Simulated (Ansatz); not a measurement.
Sr3NbN3 — ⁸⁷Sr nuclear quadrupole resonance

Cell: a computed structure from the Materials Project (it need not be an observed phase), taken as it stands.

```xyz
14
Lattice="7.9672 0.0000 0.0000 -3.9836 6.8998 0.0000 0.0000 0.0000 5.5077" Properties=species:S:1:pos:R:3 pbc="T T T"
Sr    4.4651    4.4402    1.3769
Sr    5.5963    0.8128    1.3769
Sr    1.8893    1.6468    1.3769
Sr   -0.4815    2.4596    4.1308
Sr   -1.6128    6.0870    4.1308
Sr    2.0943    5.2530    4.1308
Nb    3.9836    2.2999    4.1308
Nb    0.0000    4.5999    1.3769
N     4.4607    4.2038    4.1308
N     5.3939    0.9348    4.1308
N     2.0962    1.7612    4.1308
N    -0.4771    2.6960    1.3769
N    -1.4103    5.9650    1.3769
N     1.8874    5.1386    1.3769
```

Atoms are numbered from 1 in the order listed; like atoms form one site, named after its first atom.

All values are calculated (Ansatz; DFT, r2SCAN, plane waves and PAW, scalar-relativistic, collinear spin, 500 eV cutoff, Γ-centred 4×4×5 k-points, Fermi–Dirac smearing 0.02 eV), not measured. Start moments as typed (μB): 2 on each Nb, none on the rest.

⁸⁷Sr: I = 9/2, Q = 305.0 mb (year-2017 value). Static lattice, zero field.

Q: At which frequencies do the ⁸⁷Sr NQR lines lie?

A: For I = 9/2 and η = 0 the lines are |C_Q|/24 times 1, 2, 3 and 4; η shifts the lowest up most.

```tsv
site	atoms	V_zz (10²¹ V/m²)	C_Q (MHz)	η	line frequencies (MHz)
Sr	1, 2, 3, 4, 5, 6	9.50	70.0	0.21	3.90, 5.59, 8.68, 11.6
```

The largest force is 0.5 eV/Å, so the atoms aren't at the calculated equilibrium and relaxing them would move these values. The program didn't check the stability of this electronic state in full, so a lower one may lie near. Without spin–orbit coupling (the program notes it for Sr) the gradients are little affected as a rule: paired runs on crystals with a gap mostly move them by under 2 % at such atoms. The start moments die out, and the run ends without spin.
